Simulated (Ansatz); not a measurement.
# Notes on YSb

```yaml
crystal:
  lattice:
    - [0.00000, 3.07874, 3.07874]
    - [3.07874, 0.00000, 3.07874]
    - [3.07874, 3.07874, 0.00000]
  atoms:
    - { symbol: Sb, position: [0.00000, 0.00000, 0.00000] }
    - { symbol: Y, position: [0.50000, 0.50000, 0.50000] }
```

Method: r2SCAN, no spin polarisation; PAW, plane waves to 500 eV, 10×10×10 Γ-centred mesh, fermi-dirac occupations (width 0.1 eV) (Ansatz 0.2.0), atoms fixed.

Problem. Give the Bader charges.

Solution. Bader charges in e: Y +1.74, Sb -1.74. In the mean Y gives up most and Sb takes most.

Problem. What do density and ELF say about some of the short contacts?

Solution. Sb–Y at 3.08 Å: least valence density 0.22 e/Å³ and ELF 0.24 there. These are pseudo-fields; inside the PAW spheres they differ from the all-electron ones.

Problem. What happens at the Fermi level?

Solution. It is a metal, with about 0.17 states/eV a cell as the mean within 0.25 eV of the Fermi level, mostly Y d (55 %) and Sb p (43 %).

Problem. Is the cell too large or too small?

Solution. The pressure is 1.7 GPa (compression positive), so with the atoms held at these fractions the cell would first expand.

Origin: a database entry at a rescaled volume.
